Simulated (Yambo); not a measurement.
G0W0@PBEsol for TiO₂ (anatase, space group I4_1/amd, No. 141) in Yambo. Reference settings: 4×4×4 Γ-centred k mesh, bands 3 to 137 and a 8 Ry block in the screening, 137 bands in G with the Bruneval-Gonze terminator, plasmon pole fitted at 27.2 eV. The PBEsol gap X → Γ on this mesh is 2.17 eV; G0W0 gaps are taken between the same points.

The settings were changed. The gap went from 3.68 eV to 5.31 eV, and the shift of the valence edge from -0.28 eV to -0.70 eV.

Q: Which change was made?
A) 1 Ry block
B) 57 bands in G, no terminator
C) 91 bands in G
D) 69 bands in W

A: A, 1 Ry block. The others gave (gap, valence shift): 91 bands in G: 3.66, -0.28 eV; 69 bands in W: 3.71, -0.17 eV; 57 bands in G, no terminator: 3.75, 0.39 eV.

Geometry of the Materials Project entry, not relaxed at this level; primitive cell a = 5.501 Å, b = 5.501 Å, c = 5.501 Å, α = 139.79°, β = 139.79°, γ = 58.18°.

A shift is the quasiparticle energy of the state minus its PBEsol energy.
